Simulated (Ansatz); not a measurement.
Relaxed MoS2 (3R-MoS2 type, space group R3m):

```
MoS2
1.0
    1.55780     0.89940     5.78545
   -1.55780     0.89940     5.78545
    0.00000    -1.79879     5.78545
Mo S
1 2
Cartesian
  0.00000   0.00000   0.00068
  0.00000   0.00000  13.12959
  0.00000   0.00000  10.01096
```

All values below come from PBEsol-D3(BJ) (plane waves to 420 eV, PAW, scalar-relativistic; Ansatz, a program for electronic structure). k mesh 10×10×10 (Γ-centred), Fermi-Dirac smearing 0.05 eV. As the smearing reaches across the gap at some points, energies and forces of such displacements shift with the k mesh and the smearing. MoS2 is run without spin polarisation. MoS2 was relaxed with its symmetry unable to fall. This is one of several known forms of MoS2; the measured ambient cells at hand have space group No. 194.

One atom of the cell was then moved (with its periodic images), all else fixed, and the forces (eV/Å) came out as:

```tsv
atom	Fx	Fy	Fz
Mo1	-3.100	-0.454	1.065
S2	0.041	-0.140	0.019
S3	3.059	0.595	-1.084
```

Problem. Which atom was moved, and by which vector (Å)?

Solution. S3, by (-0.30, 0.00, 0.00), 0.30 Å in all.

(A displaced cell: forces are minus the slopes of the energy, force constants its curvatures, and phonons follow from these.)
